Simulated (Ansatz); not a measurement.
# Band structure of Hf2Cu

```
Hf Cu
1.0
    -1.58475    1.58475    5.56665
     1.58475   -1.58475    5.56665
     1.58475    1.58475   -5.56665
Hf Cu
2 1
Cartesian
  0.0000 0.0000 3.7853
  0.0000 0.0000 7.3480
  0.0000 0.0000 0.0000
```

Atom numbers follow the list: Hf1, Hf2, Cu3.

The geometry is COD entry 1524980, unchecked; take it as a test cell.

Spin polarisation is left out, and whether a magnetic state lies lower isn't shown here.

No spin–orbit coupling, which matters for the heavy atoms here.

The calculation used DFT, PBEsol, all-electron LAPW, scalar-relativistic in Ansatz 0.2.0.

Sampling and basis: a Γ-centred 16×16×16 k mesh, Fermi–Dirac smearing of 0.03 eV, basis error target 1 meV/atom, no spin polarisation.

Points in fractions of the reciprocal vectors of this cell: Γ (0, 0, 0), X (0, 0, 0.5), P (0.25, 0.25, 0.25), N (0, 0.5, 0), M (0.5, 0.5, -0.5), S (0.27, 0.73, -0.27), S0 (-0.27, 0.27, 0.27). The path runs Γ–X–P–N–Γ–M–S–S0–Γ. Energies are in eV from the Fermi level; (×n) counts levels within 4 meV of each other, which need not be degenerate by symmetry.

(1) Metal or insulator at this level of theory?

(2) Tabulate bands 41 to 48, counted from the lowest band of the run, along the path.

Answers

(1) No gap opens: metallic or semimetallic.

(2) 
```
k (1/Å)  point  band 41  band 42  band 43  band 44  band 45  band 46  band 47  band 48
   0.00      Γ    -3.14    -3.14    -2.99    -1.89    -1.05     0.74     2.24     2.24
   0.20           -3.18    -3.07    -3.02    -1.74    -1.14     0.74     1.80     2.14
   0.40           -3.26    -3.12    -2.71    -1.37    -1.37     0.69     1.28     1.69
   0.60           -3.36    -3.29    -2.00    -1.61    -0.96     0.48     0.91     1.25
   0.80           -3.33    -3.27    -1.64    -1.60    -0.74     0.09     0.59     0.98
   1.00           -3.07    -3.00    -1.99    -1.50    -0.74    -0.38     0.20     1.93
   1.20           -2.81    -2.58    -2.52    -1.69    -0.81    -0.79     0.71     2.11
   1.40      X    -2.75    -2.69    -2.24    -2.02    -1.00    -0.82     1.33     1.85
   1.44           -2.75    -2.69    -2.23    -2.02    -1.10    -0.71     1.30     1.86
   1.48           -2.73    -2.69    -2.21    -2.02    -1.24    -0.54     1.23     1.91
   1.52           -2.72    -2.69    -2.17    -2.02    -1.39    -0.36     1.11     1.99
   1.56           -2.70    -2.69    -2.11    -2.02    -1.52    -0.17     0.96     2.09
   1.60           -2.69    -2.68    -2.05    -2.02    -1.65     0.02     0.79     2.20
   1.64           -2.69    -2.67    -2.02    -1.97    -1.77     0.22     0.60     2.29
   1.68      P    -2.69    -2.66    -2.02    -1.87    -1.87     0.41     0.41     2.33
   1.83           -2.78    -2.62    -2.17    -1.79    -1.73     0.10     0.42     2.45
   1.97           -3.07    -2.51    -2.27    -1.62    -1.55    -0.54     0.45     2.46
   2.11           -3.35    -2.44    -2.29    -1.57    -1.21    -1.09     0.49     2.11
   2.25           -3.38    -2.66    -2.29    -1.58    -1.24    -0.73     0.51     1.59
   2.39           -3.31    -3.02    -2.28    -1.63    -1.02    -0.26     0.60     1.18
   2.53           -3.26    -3.18    -2.28    -1.68    -0.80     0.14     0.83     0.97
   2.68      N    -3.24    -3.19    -2.28    -1.70    -0.71     0.31     0.94     1.04
   2.82           -3.22    -3.19    -2.27    -1.73    -0.58     0.21     0.92     1.21
   2.97           -3.25    -3.17    -2.33    -1.69    -0.57     0.27     0.97     1.41
   3.12           -3.18    -3.16    -2.52    -1.56    -0.88     0.54     1.08     1.51
   3.26           -3.14    -3.11    -2.78    -1.42    -1.22     0.74     1.23     1.67
   3.41           -3.14    -3.04    -3.02    -1.59    -1.21     0.76     1.52     2.05
   3.56           -3.14    -3.13    -3.00    -1.81    -1.10     0.75     1.95     2.20
   3.71      Γ    -3.14    -3.14    -2.99    -1.89    -1.05     0.74     2.24     2.24
   3.79           -3.14    -3.14    -2.99    -1.87    -1.05     0.74     2.17     2.17
   3.87           -3.14    -3.14    -2.99    -1.82    -1.04     0.71     2.00     2.00
   3.95           -3.14    -3.14    -2.98    -1.75    -1.03     0.68     1.82     1.82
   4.03           -3.14    -3.14    -2.98    -1.67    -1.02     0.64     1.66     1.66
   4.11           -3.14    -3.14    -2.98    -1.60    -1.02     0.61     1.54     1.54
   4.19           -3.14    -3.14    -2.98    -1.55    -1.01     0.58     1.47     1.47
   4.27      M    -3.14    -3.14    -2.98    -1.53    -1.01     0.57     1.45     1.45
   4.40           -3.14    -3.14    -3.00    -1.50    -0.99     0.63     1.39     1.49
   4.53           -3.15    -3.13    -3.05    -1.42    -0.92     0.77     1.22     1.62
   4.66           -3.16    -3.11    -3.09    -1.30    -0.80     0.87     0.94     1.77
   4.79           -3.18    -3.18    -2.96    -1.19    -0.67     0.57     0.72     1.84
   4.92           -3.24    -3.19    -2.70    -1.19    -0.64     0.28     0.38     1.74
   5.05           -3.28    -3.20    -2.35    -1.56    -0.59     0.09     0.32     1.53
   5.18      S    -3.24    -3.20    -2.04    -2.04    -0.38    -0.07     0.54     1.35
   5.26           -3.23    -3.20    -2.16    -1.91    -0.47     0.05     0.60     1.33
   5.35           -3.23    -3.20    -2.24    -1.79    -0.61     0.22     0.71     1.25
   5.43           -3.24    -3.19    -2.27    -1.71    -0.70     0.30     0.88     1.10
   5.52           -3.24    -3.19    -2.27    -1.71    -0.70     0.30     0.88     1.10
   5.60           -3.23    -3.20    -2.24    -1.79    -0.61     0.22     0.71     1.25
   5.68           -3.23    -3.20    -2.16    -1.91    -0.47     0.05     0.60     1.33
   5.77     S0    -3.24    -3.20    -2.04    -2.04    -0.38    -0.07     0.54     1.35
   5.92           -3.19    -3.15    -2.25    -1.88    -0.20    -0.05     0.87     1.23
   6.07           -3.17    -3.16    -2.18    -1.93    -0.48     0.35     1.16     1.18
   6.23           -3.19    -3.15    -2.18    -1.93    -0.84     0.69     1.06     1.38
   6.38           -3.14    -3.12    -2.58    -1.60    -1.21     0.83     1.11     1.62
   6.53           -3.14    -3.05    -2.96    -1.56    -1.29     0.78     1.43     2.01
   6.69           -3.14    -3.12    -3.00    -1.80    -1.11     0.75     1.91     2.22
   6.84      Γ    -3.14    -3.14    -2.99    -1.89    -1.05     0.74     2.24     2.24
```
